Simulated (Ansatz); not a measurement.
# KNaCl2: what symmetry allows forces and stress to be

```
K Na Cl
1.0
     2.17194    1.25397    7.13045
    -2.17194    1.25397    7.13045
     0.00000   -2.50794    7.13045
K Na Cl
1 1 2
Cartesian
  0.0000 0.0000 10.6957
  0.0000 0.0000 0.0000
  0.0000 0.0000 16.0572
  0.0000 0.0000 5.3341
```

Theory: DFT PBEsol, scalar-relativistic, plane waves, PAW (Ansatz).

Plane waves to 420 eV, a k mesh through Γ of 6×6×6 on the computed 4-atom cell and Gaussian smearing (0.02 eV); no spin polarisation.

This distorted cell has space group R-3m, with 12 operations.

Question: Without a calculation: in which directions can each atom feel a force?

Answer: A force must be left unchanged by every operation that keeps its atom in place, so it lies in the space that those operations leave fixed. Atoms that the group maps onto each other feel forces of one size.
| atom | site symmetry | operations at the site | equivalent to atom | allowed force (Cartesian) |
| --- | --- | --- | --- | --- |
| K1 | -3m | 12 | 1 | none |
| Na2 | -3m | 12 | 2 | none |
| Cl3 | 3m | 6 | 3 | along (0.00, 0.00, 1.00) |
| Cl4 | 3m | 6 | 3 | along (0.00, 0.00, 1.00) |

That leaves 1 independent force component of 12. A relaxation in this cell that keeps the symmetry moves the atoms in these directions alone.

Question: And the stress tensor?

Answer: It must be invariant under the point group, which leaves 2 independent components: yz, xz, xy vanish; xx = yy.

Question: Do the computed values obey this?

Answer: Yes. Forces (eV/Å):
```
K1   0.000  0.000  0.000
Na2  0.000  0.000  0.000
Cl3  0.000  0.000 -0.461
Cl4  0.000  0.000  0.461
```

Stress (GPa, compression positive, xx yy zz yz xz xy): -1.39 -1.39 -1.55 0.00 0.00 0.00. The program imposes the same operations on density, forces and stress, so this confirms the analysis and is no independent test of the calculation.